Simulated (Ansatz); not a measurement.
BeS (NiAs type, P6_3/mmc) at seven volumes, plane-wave PAW PBE (Ansatz code), shape and atoms relaxed at each. One row is withheld.

| V (Å³/atom) | P (GPa) |
|---|---|
| 11.262 | 12.25 |
| 11.633 | 7.56 |
| 12.005 | 3.50 |
| 12.376 | 0.00 |
| 12.747 | -3.03 |
| 13.119 | ? |
| 13.490 | -7.92 |

### Question
Fit the shown pressures and predict the withheld one.

### Answer
P = (3/2)B₀(x^(7/2) − x^(5/2))[1 + (3/4)(B′ − 4)(x − 1)] with x = (V₀/V)^(2/3). Least squares on the six rows gives V₀ = 12.376 Å³/atom, B₀ = 108 GPa, B′ = 3.83. At V = 13.119, x = 0.9619 and P = -5.63 GPa. The run itself gave -5.65 GPa.

A made-up cell: these elements were put on the sites of a structure type; neither database checked (COD, Materials Project) lists it. COD files the formula under space group No. 216, so this cell is another polymorph or a model. Its standing as an ambient phase is unchecked. The PBE relaxation kept the symmetry of its start. At this level the phase is dynamically unstable (imaginary phonons).

Potentials: the later of the program's two PAW sets.
